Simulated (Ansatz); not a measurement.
K2NaBiCl6 in space group Fm-3m (No. 225; K on 8c, Na on 4b, Bi on 4a, Cl on 24e), LDA in the plane-wave PAW code Ansatz, all energies at zero smearing, with the estimated change up to a 700 eV cutoff added, with one set of potentials and settings (totals compare only within such a set). Cell of 10 atoms (2 K, 1 Na, 1 Bi, 6 Cl): -22824.284 eV.

| element | reference phase | E (eV/atom) |
|---|---|---|
| K | R-3m, 3 atoms in the cell | -1496.2508 |
| Na | Fm-3m, 1 atoms in the cell | -1466.6103 |
| Bi | R-3m, 2 atoms in the cell | -12085.8651 |
| Cl | Cmce, 4 atoms in the cell | -1044.0601 |

Formation energy per atom, worked out: (-22824.284 − 2×(-1496.2508) − 1×(-1466.6103) − 1×(-12085.8651) − 6×(-1044.0601))/10 = -1.495 eV/atom (-144 kJ per mol of atoms), at 0 K, without zero-point energy or fitted corrections.

The workflow started from a Materials Project entry (that database holds measured and hypothetical structures alike); the Crystallography Open Database copy checked does not list it. Whether it is the stable phase at ambient conditions was not checked. The LDA relaxation kept the symmetry of its start. At this level the phase is dynamically unstable (imaginary phonons). The references are the lowest solids computed at this level, not always the standard phases (solids in place of the gases). Scalar-relativistic: spin–orbit coupling is off unless named, which matters more the heavier the elements.

Potentials: the later of the program's two PAW sets.
